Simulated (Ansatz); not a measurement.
**What DFT gives for Cs₂AgSbCl₆**

```yaml
crystal:
  lattice:
    - [0.00000, 5.37815, 5.37815]
    - [5.37815, 0.00000, 5.37815]
    - [5.37815, 5.37815, 0.00000]
  atoms:
    - { symbol: Cs, position: [0.25000, 0.25000, 0.25000] }
    - { symbol: Cs, position: [0.75000, 0.75000, 0.75000] }
    - { symbol: Sb, position: [0.00000, 0.00000, 0.00000] }
    - { symbol: Ag, position: [0.50000, 0.50000, 0.50000] }
    - { symbol: Cl, position: [0.75373, 0.24627, 0.24627] }
    - { symbol: Cl, position: [0.24627, 0.75373, 0.24627] }
    - { symbol: Cl, position: [0.24627, 0.75373, 0.75373] }
    - { symbol: Cl, position: [0.75373, 0.24627, 0.75373] }
    - { symbol: Cl, position: [0.24627, 0.24627, 0.75373] }
    - { symbol: Cl, position: [0.75373, 0.75373, 0.24627] }
```

The numbers come from plane-wave PAW DFT (Ansatz): r2SCAN, no spin polarisation, 500 eV, 4×4×4 Γ-centred k points, fermi-dirac occupations (width 0.1 eV). Nothing was relaxed.

Question: Which orbitals make up the band edges?

Answer: Within 0.7 eV of the edges, the states project mainly on Cl p (58 %), Ag d (21 %) and Sb s (17 %) below the gap and on Sb p (50 %), Ag s (24 %) and Cl p (13 %) above it.

Question: How is the charge shared?

Answer: Bader charges in e: Cs +0.89, Ag +0.65, Sb +1.67, Cl -0.69. In the mean Sb gives up most and Cl takes most.

Question: What do density and ELF say about some of the short contacts?

Answer: Sb–Cl at 2.65 Å: least valence density 0.36 e/Å³ and ELF 0.35 there. Ag–Cl at 2.73 Å: least valence density 0.24 e/Å³ and ELF 0.13 there. Cs–Cl at 3.80 Å: least valence density 0.04 e/Å³ and ELF 0.02 there, so no covalent bond. Both are smooth PAW fields, read partly inside the augmentation spheres.

Question: Metal or insulator? Give the gap.

Answer: The gap is 1.69 eV, indirect (the least direct gap found is 2.69 eV).

Question: Is the cell too large or too small?

Answer: The pressure is -0.2 GPa (compression positive), so with the atoms held at these fractions the cell is close to zero pressure.

Question: What is the formation energy?

Answer: -1.52 eV an atom against the elements' usual phases (free molecules for gases, crystals otherwise, with no correction for O₂ or N₂), so it is bound against them; other compounds may still compete. Relaxing would lower it.

Question: Where is the largest force?

Answer: The largest is on Cl8 (and as large on other atoms): 0.11 eV/Å, components (0.00, -0.11, 0.00). It makes 180° with the line to a nearest neighbour, Sb3 at 2.65 Å, pointing away from it.

Origin: a database entry at a rescaled volume. Caveats: no spin-orbit coupling, which can shift this gap by tenths of an eV.
